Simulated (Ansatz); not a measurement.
Relaxed KF (rock salt):

```
KF
1.0
    0.00000     5.31833     5.31833
    2.65916     2.65916     5.31833
    2.65916     2.65916     0.00000
F K
2 2
Direct
  0.00000   0.00000   0.00000
  0.50000   0.00000   0.00000
  0.00000   0.50000   0.50000
  0.50000   0.50000   0.50000
```

A phonon eigenvector at X = (0.5, 0.5, 0.0) is frozen into this cell: atom i moves by Q times the vector below, so Q is the largest atomic displacement, in Å. The cell is held. (q is in reciprocal vectors of the primitive cell; the cell shown is doubled to hold the pattern.)

```csv
atom,x,y,z
F1,0.000,0.000,-1.000
F2,0.000,0.000,1.000
K3,0.000,0.000,0.309
K4,0.000,0.000,-0.309
```

The numbers are results of r2SCAN (plane waves to 500 eV, PAW, scalar-relativistic; Ansatz, an electronic-structure program), not measurements. k mesh 11×11×11 (Γ-centred), Fermi-Dirac smearing 0.05 eV. KF was relaxed with its symmetry unable to fall.

At one point of the scan the forces (eV/Å) are:

| atom | Fx | Fy | Fz |
|---|---|---|---|
| F1 | 0.000 | 0.000 | 0.686 |
| F2 | 0.000 | 0.000 | -0.686 |
| K3 | 0.000 | 0.000 | -0.486 |
| K4 | 0.000 | 0.000 | 0.486 |

Question: Which point is it?
(A) Q = 0.233 Å
(B) Q = 0.140 Å
(C) Q = 0.187 Å
(D) Q = 0.047 Å

Answer: C, Q = 0.187 Å

(A displaced cell: forces are minus the slopes of the energy, force constants its curvatures, and phonons follow from these.)
